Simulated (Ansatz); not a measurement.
Starting cell, AlNi3 (Cu3Au type):

```xyz
4
Lattice="3.5261 0.0000 0.0000 0.0000 3.5261 0.0000 0.0000 0.0000 3.5261" Properties=species:S:1:pos:R:3 pbc="T T T"
Ni     0.0000     1.7631     1.7631
Ni     1.7631     1.7631     0.0000
Ni     1.7631     0.0000     1.7631
Al     0.0000     0.0000     0.0000
```

In this cell atom 1 (Ni, nearest neighbour Ni at 2.493 Å; its periodic images, 3.5 Å or more away, move with it) is moved by s towards the nearest neighbour, unit vector (-0.707, -0.707, 0.000); all other atoms and the cell stay fixed.

Calculation: r2SCAN (plane waves to 500 eV, PAW, scalar-relativistic; Ansatz, a quantum-chemistry and plane-wave program). k mesh 11×11×11 (Γ-centred), Fermi-Dirac smearing 0.05 eV. Energies are smeared free energies. With partly filled bands, energies and forces of such displacements shift with the k mesh and the smearing. AlNi3 was relaxed with its symmetry unable to fall. Relaxed AlNi3 ends ferromagnetic. Other magnetic orders were not checked, so this need not be the ground state. The zero of ΔE is the undisplaced structure. The last digit holds for this mesh only.

| s (Å) | ΔE (meV/cell) |
|---|---|
| -0.500 | 1476.5 |
| -0.400 | 887.2 |
| -0.300 | withheld |
| -0.200 | 203.1 |
| -0.100 | 49.6 |
| 0.000 | 0.0 |
| 0.100 | 49.6 |
| 0.200 | 203.1 |
| 0.300 | withheld |
| 0.400 | 887.2 |
| 0.500 | 1476.5 |

**Question.** Fit an even polynomial form (powers 2, 4, 6) to the given rows and predict ΔE at s = 0.300.

**Answer.** Least squares on the 9 given rows: ΔE = (4925)·s² + (3790)·s⁴ + (538.5)·s⁶, in meV/cell with s in Å; root-mean-square residual 0.03 meV/cell. At 0.300 the fit gives 474.3 meV/cell; the calculation gives 474.6 meV/cell, so the interpolation is off by -0.3 (-0.1 %). The quadratic term alone would give 443.2 meV/cell.

(A displaced cell: forces are minus the slopes of the energy, force constants its curvatures, and phonons follow from these.)
